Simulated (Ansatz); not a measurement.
# MoRu2 under compression: one row to predict

It was reached by relaxing an invented guess, and it needn't be the stable form of this composition.

The calculation used Ansatz, DFT PBE, scalar-relativistic, plane waves, PAW. Cutoff 420 eV, Γ-centred 12×12×8 mesh (6-atom cell), Gaussian smearing of 0.10 eV, no spin polarisation.

```
Mo Ru
1.0
     4.78110    0.00000    0.00000
    -2.39055    4.14055    0.00000
     0.00000    0.00000    4.37365
Mo Ru
2 4
Direct
  0.66667 0.33333 0.00000
  0.33333 0.66667 0.00000
  0.00000 0.00000 0.00000
  0.00000 0.33081 0.50000
  0.66919 0.66919 0.50000
  0.33081 0.00000 0.50000
```

The cell was set to several volumes, with shape and atoms relaxed at each where symmetry leaves them free. Pressure is positive in compression, and energies count from the lowest row. No row has a gap on its mesh.

| row | V (Å³/atom) | P (GPa) | ΔE (meV/atom) |
| --- | --- | --- | --- |
| 1 | 12.699 | 49.26 | 236.7 |
| 2 | 13.132 | ? | ? |
| 3 | 13.565 | 20.58 | 52.4 |
| 4 | 13.998 | 9.44 | 12.4 |
| 5 | 14.430 | 0.01 | 0.0 |
| 6 | 14.863 | -7.95 | 11.1 |
| 7 | 15.296 | -14.67 | 42.0 |
| 8 | 15.873 | -22.00 | 108.7 |

Question: Find B = −V·ΔP/ΔV from rows 4 and 6 and from rows 1 and 3, and from the two its slope B′ and its value B0 at zero pressure.

Answer: Rows 4 and 6 give −(13.998 + 14.863)/2 × (-7.95 − (9.44))/(14.863 − 13.998) = 290.1 GPa at a mean pressure of 0.74 GPa. Rows 1 and 3 give −(12.699 + 13.565)/2 × (20.58 − (49.26))/(13.565 − 12.699) = 434.9 GPa at a mean pressure of 34.92 GPa. So B′ = (434.9 − 290.1)/(34.92 − (0.74)) = 4.24 and B0 = 290.1 − 4.24 × (0.74) = 287.0 GPa. A third-order Birch–Murnaghan fit to all the energies gives B0 = 288.1 GPa and B′ = 4.6.

Question: Estimate the pressure and energy of row 2.

Answer: From row 5, V0 = 14.430 × (1 + (0.01)/287.0) = 14.431 Å³/atom. Murnaghan's form P = (B0/B′)·[(V0/V)^B′ − 1] gives (287.0/4.24) × [(14.431/13.132)^4.24 − 1] = 33.29 GPa; the computed pressure is 33.73 GPa, so the estimate is off by -0.44 GPa. The work of compression from row 3, with the mean of the two pressures, gives ΔE = 52.4 + (33.29 + 20.58)/2 × (13.565 − 13.132)/160.2 × 1000 = 125.2 meV/atom (1 eV/Å³ = 160.2 GPa); the computed value is 125.3 meV/atom.

All volumes keep the k mesh of the relaxed cell. Symmetry constrained the relaxation, so the result can be a saddle point.
